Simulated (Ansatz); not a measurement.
MgS (rock salt, Fm-3m), a = b = c = 5.182 Å, α = β = γ = 90.00°; the cell used has 2 atoms.

Relaxed with PBEsol. Independent-particle spectrum: no excitons, no local fields, no scissors shift; 0.1 eV broadening; ε₁ of the summed bands alone.

Task: Tabulate the dielectric function from the program Ansatz at the PBEsol level (PAW).

Result: 

| E (eV) | ε₁ xx | ε₂ xx |
|---|---|---|
| 0.0 | 6.04 | 0.00 |
| 0.4 | 6.06 | 0.00 |
| 0.8 | 6.12 | 0.00 |
| 1.2 | 6.22 | 0.00 |
| 1.6 | 6.38 | 0.00 |
| 2.0 | 6.59 | 0.00 |
| 2.4 | 6.89 | 0.00 |
| 2.8 | 7.30 | 0.00 |
| 3.2 | 7.88 | 0.00 |
| 3.6 | 8.82 | 0.02 |
| 4.0 | 9.98 | 0.55 |
| 4.4 | 11.97 | 0.98 |
| 4.8 | 14.41 | 3.53 |
| 5.2 | 15.87 | 11.13 |
| 5.6 | 11.31 | 14.07 |
| 6.0 | 6.10 | 20.86 |
| 6.4 | -2.69 | 12.54 |
| 6.8 | -1.10 | 8.02 |
| 7.2 | 1.04 | 8.70 |
| 7.6 | -1.14 | 10.86 |
| 8.0 | -2.84 | 9.50 |
| 8.4 | -5.39 | 7.26 |
| 8.8 | -4.59 | 4.75 |
| 9.2 | -3.67 | 3.70 |
| 9.6 | -3.19 | 3.26 |
| 10.0 | -2.83 | 2.81 |
| 10.4 | -2.69 | 2.49 |
| 10.8 | -2.58 | 2.16 |
| 11.2 | -2.34 | 1.65 |
| 11.6 | -2.11 | 1.49 |
| 12.0 | -1.90 | 1.11 |

Task: From ε at 3.9 eV (xx: 9.71 + 0.45i), find n, k, the normal reflectivity and the absorption coefficient.

Result: n = 3.12, k = 0.072, R = 26 %, α = 2kE/ħc = 28000 cm⁻¹.

With all bands, ε∞ without local fields is 6.08. DFPT, with local fields, gives 5.53.

The PBEsol relaxation kept the symmetry of its start.

Potentials: the earlier of the program's two PAW sets. The files were generated under PBE; for other functionals the program regenerates the frozen cores, and for LDA and PBEsol the local potential too.
